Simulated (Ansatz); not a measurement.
PbS:
```yaml
crystal:
  lattice:
    - [8.41783, 0.00000, 0.00000]
    - [0.00000, 4.20890, 0.00000]
    - [0.00000, 0.00000, 5.94817]
  atoms:
    - { symbol: Pb, position: [0.12488, 0.75000, 0.74995] }
    - { symbol: Pb, position: [0.87512, 0.25000, 0.25005] }
    - { symbol: Pb, position: [0.37512, 0.25000, 0.24995] }
    - { symbol: Pb, position: [0.62488, 0.75000, 0.75005] }
    - { symbol: S, position: [0.87512, 0.25000, 0.75008] }
    - { symbol: S, position: [0.12488, 0.75000, 0.24992] }
    - { symbol: S, position: [0.62488, 0.75000, 0.25008] }
    - { symbol: S, position: [0.37512, 0.25000, 0.74992] }
```

Relaxed with r²SCAN+D4. Special points in fractions of this cell's reciprocal vectors: Γ (0.000, 0.000, 0.000); X (0.500, 0.000, 0.000); S (0.500, 0.500, 0.000); Y (0.000, 0.500, 0.000); Z (0.000, 0.000, 0.500); U (0.500, 0.000, 0.500); R (0.500, 0.500, 0.500); T (0.000, 0.500, 0.500).

List the band energies nearest the valence-band maximum at these points for r²SCAN+D4 (plane waves, PAW; program Ansatz).

In eV from the valence-band maximum; about four levels below and three above (degenerate sets whole), none deeper than 8.9 eV; points with the same levels are listed once.

```json
[
 {"k": "Γ", "below": "-2.01 -2.01 -0.82 -0.82", "above": "1.70 1.70 2.67"},
 {"k": "X", "below": "-1.97 -1.97 -1.25 -1.25", "above": "2.95 2.95 3.60 3.60"},
 {"k": "S", "below": "-2.28 -2.28 -2.28 -2.28", "above": "3.70 3.70 3.70 3.70"},
 {"k": "Y", "below": "-2.01 -2.01 -0.82 -0.82", "above": "1.70 1.70 2.67 2.67"},
 {"k": "Z", "below": "-1.76 -1.76 0.00 0.00", "above": "0.65 0.65 2.20 2.20 2.20 2.20"},
 {"k": "U", "below": "-1.10 -1.10 -1.10 -1.10", "above": "1.86 1.86 1.87 1.87"},
 {"k": "R", "below": "-1.04 -1.04 -1.04 -1.04", "above": "1.83 1.83 1.83 1.83"},
 {"k": "T", "below": "-1.09 -1.09 0.00 0.00", "above": "0.65 0.65 2.20 2.20 2.20 2.20"}
]
```

Space group Fm-3m (rock salt). The cell was relaxed with r²SCAN+D4 under the symmetry of its start. Point labels and valley counts follow the cell and symmetry of the run, lower than the named group. Scalar-relativistic: spin–orbit coupling is off unless named, which matters more the heavier the elements.

Potentials: the later of the program's two PAW sets.
